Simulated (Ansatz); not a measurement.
Straining Hf2N

Level of theory: DFT r2SCAN, scalar-relativistic, plane waves, PAW in Ansatz. (500 eV cutoff, 8×8×12 k-mesh, Gaussian smearing of 0.10 eV, no spin polarisation)

The relaxed crystal:

```
CELL_PARAMETERS angstrom
5.32511 0.00000 0.00000
0.00000 5.32511 0.00000
0.00000 0.00000 3.24999
ATOMIC_POSITIONS crystal
Hf 0.29549 0.29549 0.00000
Hf 0.70451 0.70451 0.00000
Hf 0.79549 0.20451 0.50000
Hf 0.20451 0.79549 0.50000
N 0.00000 0.00000 0.00000
N 0.50000 0.50000 0.50000
```

Deformation: uniaxial strain along c, with the lengths of a and b and the atoms relaxed and the angles held, all within the symmetry that the strain leaves. Energies are extrapolated to zero smearing. Stress is positive in compression, on the Cartesian axes of the cell above.

Spin–orbit coupling is left out, which can shift energies with elements as heavy as these.

```
strain (%)  ΔE (meV/atom) a (Å) b (Å) c (Å)  σxx (GPa)  σyy (GPa)  σzz (GPa)
      -1.0            1.9  5.337  5.337  3.217       0.00       0.00       3.87
      +0.0            0.0  5.325  5.325  3.250       0.00       0.00       0.00
      +1.0              ?      ?      ?  3.282          ?          ?          ?
```

Question: Fill in the row at +1.0 %.

Answer: ΔE 1.7 meV/atom; a 5.314 Å; b 5.314 Å; σxx -0.01 GPa; σyy -0.01 GPa; σzz -3.66 GPa.

Cost: 3 runs of about 11 core-minutes in all, on Intel Xeon Platinum 8488C (Sapphire Rapids) (shared hosts).